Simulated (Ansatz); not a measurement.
Profile along the O–Sr line in SrO (rock salt)

SrO (rock salt), conventional cell a = 5.1950 Å, b = 5.1950 Å, c = 5.1950 Å, α = 90.00°, β = 90.00°, γ = 90.00°. The calculation uses the primitive cell of 2 atoms, to which meshes and values per cell refer.

Fields along a shortest O–Sr line of a {100} plane (2.60 Å), from O to Sr, interpolated on the slice's grid (step about 0.2 Å). Method: PBE (plane waves to 420 eV, PAW, scalar-relativistic; Ansatz, a program for electronic structure). k mesh 11×11×11. These are valence fields of a PAW run, semicore shells included where kept as valence: close to a nucleus they are smooth pseudo fields. SrO was relaxed with its symmetry unable to fall.

```csv
distance from O (Å),valence electron density (e/Å³),electron localisation function
0.00,7.60,x
0.13,7.27,x
0.26,6.21,x
0.39,4.54,x
0.52,2.77,0.81
0.65,1.51,0.82
0.78,0.84,0.78
0.91,0.49,0.64
1.04,0.31,0.37
1.17,0.23,0.15
1.30,0.22,0.09
1.43,0.29,0.19
1.56,0.49,0.49
1.69,0.87,0.77
1.82,1.46,0.85
1.95,2.15,0.85
2.08,2.66,0.78
2.21,2.68,x
2.34,2.13,x
2.47,1.41,x
2.60,1.07,x
```

x: too close to a nucleus for the ELF to mean much.

Density on the O–Sr line (2.60 Å) at its density minimum, 1.2 Å from O: 0.22 e/Å³. ELF at that point: 0.1. Character of the O–Sr contact (rough rule: ELF there above 0.7 covalent, below 0.2 ionic, polar between): closed-shell (ionic).
